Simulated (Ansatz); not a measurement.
LaZn$_{4}$ in space group Cmcm (No. 63; La on 4c, Zn on 4c, Zn on 4c, Zn on 8e) under volume change, DFT-r²SCAN in the program Ansatz with PAW potentials, shape and atoms relaxed at each volume.

```csv
V (Å³/atom),E − E(relaxed) (meV/atom),P (GPa)
17.600,43.3,8.70
18.180,18.2,5.31
18.760,4.3,2.43
19.340,0.0,0.00
19.921,3.8,-2.06
20.501,?,?
21.081,?,?
```

Q: Complete the blanks.

A: 
- 20.501, E − E(relaxed) (meV/atom): 14.5
- 20.501, P (GPa): -3.80
- 21.081, E − E(relaxed) (meV/atom): 31.1
- 21.081, P (GPa): -5.28

Q: What does a third-order Birch–Murnaghan fit give for V₀, B₀ and B′?

A: V₀ = 19.34 Å³/atom, B₀ = 74.4 GPa, B′ = 4.5.

The workflow started from an entry of the Crystallography Open Database (COD, 296 K). Its standing as an ambient phase is unchecked. Symmetry was held in the r²SCAN relaxation; its stability against distortions is not shown here. Scalar-relativistic: spin–orbit coupling is off unless named, which matters more the heavier the elements.

Potentials: the later of the program's two PAW sets.
